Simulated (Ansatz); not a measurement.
# Ge (Fd-3m): bands, slopes and optics on a fine k mesh

Method: r²SCAN, PAW on Ansatz 0.2.0's default frozen-core files (fitted under PBE), scalar-relativistic.

The cell comes from a PAW relaxation under the same functional.

Command line:

```sh
ansatz run input.yaml --threads 1 --pin off --max-ram 3072MiB --backend cpu --events-out ev --progress --plain --runs-dir out
```

input.yaml:

```yaml
crystal:
  lattice:
    - [0.0, 2.83753082396, 2.83753082396]
    - [2.83753082396, 0.0, 2.83753082396]
    - [2.83753082396, 2.83753082396, 0.0]
  atoms:
    - { symbol: Ge, position: [0.5, 0.5, 0.5] }
    - { symbol: Ge, position: [0.75, 0.75, 0.75] }
kpoints:
  mp_grid: { grid: [12, 12, 12] }
scf:
  occupations: { method: fixed }
hamiltonian:
  xc: r2scan
  pseudopotentials: { kind: paw }
output:
  forces: true
  stress: true
  eigenvalues: true
  eigenstates:
    nscf_kmesh: { grid: [12, 12, 12] }
    de_dk: true
    e_range: [-9, 10.35429715451]
  optics:
    e_range: [0, 20]
    de: 0.2
    sigma: 0.15
    bands: { spectra_wanted_up_to: 20 }
    nscf_kmesh: { grid: [12, 12, 12] }
checkpoint:
  write: ck
  write_wavefunctions: false
```

The program printed:

```
Warning: RAYON_NUM_THREADS=1 ignored (pool sized by the plan → 1); use --threads N
Engine: ansatz 0.2.0, x86_64-unknown-linux-gnu
Pseudopotentials: kind: paw
Pseudopotential: Ge, paw, valence charge 14, recommended cutoff 500 eV (meta_gga), Ge.paw.azcp
Functional definition: r2SCAN
  parameter k0 = 0.174
  parameter k1 = 0.065
  parameter a1 = 4.9479
  exchange = r2scan_x(k0 = k0, k1 = k1, a1 = a1)
  correlation = r2scan_c
Crystal: 2 atoms, lattice volume = 45.693 Å³
Basis set: ecut = 500 eV, 1211 PW (Γ), exchange–correlation on 120×120×120 points (64 copies of the dense FFT grid, shifted against one another)
Bands: 18, of which v1, the nominal top of the filled ones, is band 14 counted from 1 (13 counted from 0)
Symmetry: 48 space group operations
Space group: Fd-3m (ITA 227), of the structure as read, at distance tolerance 3.6e-5 Å
k-points: 72 of 1728
Non-local potential: Ge, projectors of the file, l = 0: 2, l = 1: 2, l = 2: 3, l = 3: 1
PAW form: soft (Blöchl's): semilocal exchange-correlation on the pseudo side does not see the compensation charge
PAW frozen core: Ge, regenerated for the run's functional (the file was generated under x = pbe(κ = 0.804, μ = 0.2195149727645171), c = pbe(β = 0.06672455060314922))
PAW one-centre angular grid: Ge, 590 points (default); XC on 160 Gauss nodes
Initial density: superposition of atomic densities (neutral atoms: chi_scale 0, normalization atom), corrected by the library's trained network
Initial wavefunctions: pseudopotential atomic-orbital guess
Functional: x = r2scan, c = r2scan; τ floored in thin density (d = 2e-4 eV/Å³)
SCF iter   1: F=—  HF=-8605.804522 eV  |F-HF|=—  |Δ(HF+E_count)|=         —  Δρ=6.28e-3  dr2=5.64e-3  dr2_τ=4.38e-3  ethr=1.77e-3  ⟨swp⟩=4.8  Hψ=5204  notcnv=0  defer=125
preconditioner: auto → none  [insulator: Δε(μ)=0.303 eV  Ē_g=24.397 eV  n_scr=14 (ndim 8)  ℏωp=29.1 eV  f_vac=0.081  ε∞_Penn≈2.4]
SCF iter   2: F=—  HF=-8605.813425 eV  |F-HF|=—  |Δ(HF+E_count)|=   8.90e-3  Δρ=1.35e-3  dr2=4.56e-4  dr2_τ=2.09e-5  ethr=2.02e-5  ⟨swp⟩=2.6  Hψ=3084  notcnv=0  defer=136
SCF iter   3: F=—  HF=-8605.813439 eV  |F-HF|=—  |Δ(HF+E_count)|=   1.38e-5  Δρ=9.51e-4  dr2=1.25e-4  dr2_τ=1.66e-6  ethr=1.63e-6  ⟨swp⟩=2.0  Hψ=2449  notcnv=0  defer=136
SCF iter   4: F=—  HF=-8605.813487 eV  |F-HF|=—  |Δ(HF+E_count)|=   4.74e-5  Δρ=3.34e-5  dr2=2.02e-7  dr2_τ=1.62e-8  ethr=4.47e-7  ⟨swp⟩=2.2  Hψ=1529  notcnv=0  defer=100
SCF iter   5: F=—  HF=-8605.813485 eV  |F-HF|=—  |Δ(HF+E_count)|=   1.17e-6  Δρ=4.93e-6  dr2=4.21e-9  dr2_τ=1.85e-10  ethr=7.23e-10  ⟨swp⟩=2.0  Hψ=2304  notcnv=0  defer=2
SCF iter   6: F=—  HF=-8605.813485 eV  |F-HF|=—  |Δ(HF+E_count)|=   9.02e-9  Δρ=7.86e-7  dr2=1.80e-10  dr2_τ=1.92e-11  ethr=1.50e-11  ⟨swp⟩=3.0  Hψ=2304  notcnv=0  defer=2
SCF iter   7: F=—  HF=-8605.813485 eV  |F-HF|=—  |Δ(HF+E_count)|=  3.53e-10  Δρ=1.00e-7  dr2=2.11e-12  dr2_τ=1.23e-13  ethr=1.00e-12  ⟨swp⟩=7.8  Hψ=7079  notcnv=0
SCF iter   8: F=-8605.813485 eV  HF=-8605.813485 eV  |F-HF|=3.64e-12  |Δ(HF+E_count)|=  7.28e-12  Δρ=1.13e-8  dr2=5.74e-14  dr2_τ=6.08e-16  ethr=1.00e-12  ⟨swp⟩=4.9  Hψ=4723  notcnv=0
SCF 1 converged in 8 iterations: F = -8605.813485 eV  dr2 = 5.74e-14
  greatest PAW one-centre occupation: 0.998 electrons in one spin orbital (limit 2), on the Ge atom at site 1 (counted from 0), in its partial waves of l = 2
NSCF: frozen V_eff on 72 k-points
NSCF: frozen V_eff on 1 k-points
NSCF: frozen V_eff on 72 k-points
output.optics: what the bands over the 39 summed would add to eps1, eps2 and the energy-loss function is held between a lower and an upper bound (7 Lanczos steps). eps1, eps2 and their loss function (loss_summed_bands) are given ...
SCF converged after 8 iterations
Free energy (F): -8605.813485 eV
Harris-Foulkes:  -8605.813485 eV  (|F-HF|=3.64e-12)
Internal energy: -8605.813485 eV  (E = F + TS)
E sigma→0 (E₀):  -8605.813485 eV
Fermi energy:    8.256723 eV
--- Per-component energies (eV) ---
  E_band       = -320.648220
  E_kinetic    = 221.950348
  E_local      = -4957.158601  (includes V_loc(G=0)·N_el)
  E_nonlocal   = 839.937113
  E_hartree    = 2176.992172
  E_xc         = -138.185489
  E_vxc        = -135.792150  (∫ρ·V_xc dr)
  E_paw        = -4068.206724  (= ΣΔE_a)
  E_vpaw       = -651.198812  (= ΣTr[D̂ρ^β])
  E_aug_tail   = 0.000037  (compensation charges beyond the density's cutoff)
  E_vtau       = 7.629493  (kinetic-family band-sum trace: ∫τ·v_τ [+ j·A + Jᵃ·Aᵃ] dr)
  E_ewald      = -2678.970809
  E_core_change = -2.171532  (= ΣΔE_core)
  E_smearing   = -0.000000  (= −TS)
  E_closure    = 0.000000  (closes the sum)
  Σ components = -8605.813485   (vs F -8605.813485, Δ=0.00e0)
--- Forces (eV/Å), atoms counted from 1 ---
  atom   1  Ge     0.00000000     0.00000000     0.00000000
  atom   2  Ge    -0.00000000     0.00000000     0.00000000
  max |Σ_I F_I| component: 4.86e-17 eV/Å
--- Stress (GPa, compression-positive) ---
        0.000977       0.000000       0.000000
        0.000000       0.000977      -0.000000
       -0.000000      -0.000000       0.000977
  P = ⅓ Tr σ = 0.0010 GPa (0.010 kbar)
--- Fermi surface from the table of eigenstates not read: on its mesh, or on one of the eight of every second point, the electrons fill whole bands (an insulator's do; a metal wants a denser output.eigenstates.nscf_kmesh) ---
```

The run converged.

Head of eigenstates.tsv:

```
# spin	ik	k_frac_1	k_frac_2	k_frac_3	k_cart_x_inv_ang	k_cart_y_inv_ang	k_cart_z_inv_ang	n_plane_waves	band	set	set_size	e_ev	residual_ev	de_dk_x_ev_times_ang	de_dk_y_ev_t
# format = ansatz-eigenstates/6
# source = nscf_kmesh_points
# nscf_kmesh_grid = 12 12 12
# nscf_kmesh_shift = 0 0 0
# n_kpoints = 72
# n_rows = 500
# fermi_ev = 8.2567228163416e0
# fermi_mp_grid = 12 12 12
# fermi_mp_shift = 0 0 0
# fermi_n_kpoints = 72
# fermi_n_bands = 18
# fermi_largest_filled_residual_ev = 3.519027524036435e-9
# vbm_ev = 8.2567228163416e0
# cbm_ev = 8.611028701233009e0
# band_edge_residuals_ev = 1.9139750485592934e-9 2.1465684531592416e-5
# n_electrons = 2.8e1
# occupation_method = fixed
# xc_rung = meta_gga
# e_minus_fermi_range_ev = -9e0 1.035429715451e1
# overlap = augmented
# smooth_dims = 30 30 30
# scf_smooth_dims = 30 30 30
# fft_grid_basis = 1 0 0 0 1 0 0 0 1
# xc_grid = 4
# n_bands_solved = 21
# n_bands_printed_max = 18
# set_resolution_ev = 3.2289315262588278e-6
# degenerate_levels = group_imposed
```

### Optical constants

Independent-particle optical response of a crystal from Kohn-Sham bands on the fine mesh, no local fields or excitons; Cartesian axes as in the input; normal incidence from vacuum, light polarised along x.

```
Fine mesh  : 12, 12, 12
Line width : 0.15 eV
```

```
photon energy (eV)  refractive index  extinction  reflectivity  loss function  absorption (×10⁵ cm⁻¹)
               0.8             4.322        0.18        0.3903         0.0044                   0.146
               1.6             5.048       0.537        0.4523         0.0082                   0.871
               2.4             4.013       1.922        0.4431         0.0394                   4.676
               3.2             4.087       2.036        0.4555         0.0383                   6.602
                 4             4.588       3.113        0.5515         0.0302                   12.62
               4.8             1.863       3.343        0.6153         0.0581                   16.27
               5.6             1.574       3.297        0.6402         0.0582                   18.72
               6.4             0.913       2.661        0.6599         0.0776                   17.26
               7.2             0.662       2.238        0.6593         0.0998                   16.34
                 8             0.532       1.862        0.6338         0.1409                    15.1
               8.8             0.592        1.68        0.5577         0.1977                   14.98
               9.6             0.449       1.506        0.5885          0.222                   14.65
              10.4             0.393       1.326        0.5751         0.2848                   13.98
              11.2             0.374         1.2        0.5509         0.3592                   13.62
                12             0.283       1.037        0.5842         0.4395                   12.61
              12.8             0.278       0.904         0.546         0.6285                   11.73
              13.6             0.243       0.776        0.5477          0.863                   10.69
              14.4             0.241       0.616        0.4976           1.55                   8.993
              15.2             0.282         0.5        0.4045          2.594                   7.707
                16             0.296       0.392         0.354          3.987                   6.356
              16.8             0.307       0.282        0.3136          5.741                   4.804
              17.6             0.417       0.165        0.1807          3.408                    2.94
              18.4             0.502        0.11        0.1149          1.588                   2.054
              19.2              0.56       0.074        0.0818         0.8171                   1.444
                20             0.628       0.053        0.0531         0.4204                   1.072
```

### Optical peaks

Highest local maxima between 0.6 eV and the top less 1.5 eV.

```
Fine mesh                       : 12, 12, 12
Window top                      : 20 eV
Line width                      : 0.15 eV
Highest loss peak energy x      : 16.95 eV
Highest loss peak height x      : 6.05
Highest eps2 peak energy x      : 4.165 eV
Highest eps2 peak height x      : 34.68
Dielectric electronic (x, y, z) : 17.55, 17.55, 17.55
```

**Dielectric function**

```json
{
  "Fine mesh": "12, 12, 12",
  "Line width": "0.15 eV"
}
```

```tsv
photon energy (eV)	dielectric real xx	dielectric imag xx
0.4	18.33	0.608
0.8	18.65	1.554
1.2	20.42	2.324
1.6	25.19	5.42
2	20.7	19.67
2.4	12.41	15.43
2.8	13.53	14.24
3.2	12.56	16.64
3.6	11.68	18.96
4	11.36	28.57
4.4	-12.05	21.91
4.8	-7.706	12.46
5.2	-5.43	11.58
5.6	-8.396	10.38
6	-7.456	6.537
6.4	-6.246	4.86
6.8	-5.353	3.793
7.2	-4.572	2.964
7.6	-3.84	2.379
8	-3.184	1.983
8.4	-2.437	1.885
8.8	-2.471	1.99
9.2	-2.339	1.613
9.6	-2.065	1.353
10	-1.823	1.191
10.4	-1.604	1.042
10.8	-1.41	0.939
11.2	-1.301	0.897
11.6	-1.201	0.697
12	-0.995	0.587
12.4	-0.835	0.545
12.8	-0.74	0.503
13.2	-0.637	0.441
13.6	-0.543	0.376
14	-0.427	0.323
14.4	-0.322	0.297
14.8	-0.238	0.292
15.2	-0.171	0.282
15.6	-0.132	0.241
16	-0.066	0.232
16.4	-0.012	0.21
16.8	0.014	0.173
17.2	0.088	0.134
17.6	0.146	0.137
18	0.185	0.119
18.4	0.24	0.11
18.8	0.267	0.101
19.2	0.308	0.083
19.6	0.351	0.071
20	0.392	0.066
```

Caveats: frozen-core PAW files fitted under PBE, their cores solved anew for the functional of the run; no spin-orbit coupling on heavy atoms; semilocal gaps are low, and what follows the gap (onsets, screening, light masses) shifts with it.

It took 97 s on 1 thread of Intel(R) Xeon(R) Platinum 8488C (Sapphire Rapids), with other jobs on the host, peak memory 0.88 GiB.
